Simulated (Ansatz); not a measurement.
Here is the system:

V$_{2}$O$_{3}$:
```yaml
crystal:
  lattice:
    - [2.42609, 1.40070, 4.77099]
    - [-2.42609, 1.40070, 4.77099]
    - [0.00000, -2.80141, 4.77099]
  atoms:
    - { symbol: O, position: [0.07437, 0.42563, 0.75000] }
    - { symbol: O, position: [0.75000, 0.07437, 0.42563] }
    - { symbol: O, position: [0.42563, 0.75000, 0.07437] }
    - { symbol: O, position: [0.92563, 0.57437, 0.25000] }
    - { symbol: O, position: [0.25000, 0.92563, 0.57437] }
    - { symbol: O, position: [0.57437, 0.25000, 0.92563] }
    - { symbol: V, position: [0.84038, 0.84038, 0.84038] }
    - { symbol: V, position: [0.65962, 0.65962, 0.65962] }
    - { symbol: V, position: [0.15962, 0.15962, 0.15962] }
    - { symbol: V, position: [0.34038, 0.34038, 0.34038] }
```
The run is spin-polarised.

This is the PBE-relaxed structure.

Problem. All from the program Ansatz at the PBE level (PAW), unless another level is named. Estimate the magnetic order.

Solution. ferromagnetic.

Problem. Give the Bader charges.

Solution. O -1.20, V +1.80 e.

Space group R-3c (corundum). The PBE relaxation kept the symmetry of its start. Spin order of the final state: ferromagnetic, chosen from 5 collinear starts compared on coarse meshes (ties went to the first, and starts can fall back to one state), not a proven ground state. No Hubbard U is applied.

Potentials: the later of the program's two PAW sets.
